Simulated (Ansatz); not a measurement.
**Co: computed property card**

Co:
```yaml
crystal:
  lattice:
    - [2.29221, 0.00000, 0.00000]
    - [0.00000, 2.29221, 0.00000]
    - [0.00000, 0.00000, 2.29221]
  atoms:
    - { symbol: Co, position: [0.00000, 0.00000, 0.00000] }
```
The run is spin-polarised; directions of the spins, atom by atom: ↑.

Space group Pm-3m (No. 221), simple cubic; conventional cell a = 2.2922 Å, b = 2.2922 Å, c = 2.2922 Å, α = 90.00°, β = 90.00°, γ = 90.00°.

Method: PBEsol in the plane-wave PAW code Ansatz. Structure relaxed to zero pressure with the same functional. Other levels are named where they apply.

### Cell and energy

```json
{
 "volume_per_atom": "12.04 Å³",
 "density": "8.13 g/cm³"
}
```

### Electronic structure

```json
{
 "electronic_character": "metallic (no gap)",
 "Density of states at the Fermi level": "1.7 states/eV per atom (mean over ±0.08 eV)"
}
```

### Magnetism

```json
{
  "magnetic_order": "ferromagnetic",
  "net_moment": "1.72 μB per atom"
}
```

### Mechanics

```json
{
 "Bulk modulus (Birch–Murnaghan fit)": "153 GPa",
 "Pressure derivative B′": "5.2",
 "Elastic constants (relaxed ions, GPa)": "C11 = 316, C12 = 75.3, C44 = -50.1",
 "mechanical_stability": "unstable (C has a negative eigenvalue)"
}
```

The cell is a constructed one: a structure type filled with these elements; neither database checked (COD, Materials Project) lists it. It is not the phase usual at ambient conditions (space group No. 194). Symmetry was held in the PBEsol relaxation. Magnetic state: ferromagnetic, chosen from 3 collinear starts compared on coarse meshes (ties went to the first, and starts can fall back to one state), not a proven ground state. As this level gives no gap, shear constants depend on the k-mesh and smearing (Fermi–Dirac, 0.1 eV here). On the denser mesh and wider smearing of the elastic run this cell carries a stress of 0.5 GPa.

Potentials: the later of the program's two PAW sets.
